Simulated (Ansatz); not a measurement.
Relaxed-ion elastic tensor of CoMo (L1₀ or tetragonal B2, space group No. 123) in GPa (Voigt order), DFT-PBEsol in the program Ansatz with PAW potentials; density 10.30 g/cm³, 12.49 Å³ per atom.

|  | 1 | 2 | 3 | 4 | 5 | 6 |
|---|---|---|---|---|---|---|
| 1 | 541 | 120 | 193 | 0.0 | 0.0 | 0.0 |
| 2 | 120 | 541 | 193 | 0.0 | 0.0 | 0.0 |
| 3 | 193 | 193 | 449 | 0.0 | 0.0 | 0.0 |
| 4 | 0.0 | 0.0 | 0.0 | 179 | 0.0 | 0.0 |
| 5 | 0.0 | 0.0 | 0.0 | 0.0 | 179 | 0.0 |
| 6 | 0.0 | 0.0 | 0.0 | 0.0 | 0.0 | 52.3 |

### Question
Is the crystal mechanically stable?

### Answer
Yes: the smallest eigenvalue of C is 52.3 GPa.

### Question
Work out the Voigt, Reuss and Hill averages.

### Answer
K_V = 283, K_R = 283, K_H = 283; G_V = 150, G_R = 117, G_H = 134 GPa.

### Question
Give Young's modulus, Poisson's ratio, Pugh's ratio and the universal anisotropy index.

### Answer
E = 9KG/(3K + G) = 347 GPa; ν = 0.30; K/G = 2.11 (ductile by the Pugh limit of 1.75); A_U = 5G_V/G_R + K_V/K_R − 6 = 1.42.

### Question
Estimate the sound speeds and the Debye temperature.

### Answer
v_l = √((K + 4G/3)/ρ) = 6690 m/s, v_t = √(G/ρ) = 3600 m/s, mean 4020 m/s; Θ = (h/k)(3n/4πV)^(1/3) v_m = 516 K.

### Question
Solve the Christoffel equation for the three sound speeds along x, y, z.

### Answer
Eigenvalues of C_ijkl n_j n_l equal ρv². In km/s, slowest first: x 2.25, 4.17, 7.25; y 2.25, 4.17, 7.25; z 4.17, 4.17, 6.61.

### Question
How much does each axis shrink under pressure?

### Answer
Linear compressibilities β_i = Σ_j S_ij (j = 1 to 3): x 1.2, y 1.2, z 1.2 per TPa.

Space group P4/mmm (L1₀ or tetragonal B2). The start of the workflow was typed in or built on a structure type; neither database checked (COD, Materials Project) lists it. Whether it is the stable phase at ambient conditions was not checked. Symmetry was held in the PBEsol relaxation; whether a distortion lowers the energy is not shown. The workflow began spin-polarised and lost its moments. As this level gives no gap, shear constants depend on the k-mesh and smearing (Fermi–Dirac, 0.1 eV here). On the denser mesh and wider smearing of the elastic run this cell carries a stress of 0.5 GPa.

Potentials: the later of the program's two PAW sets.
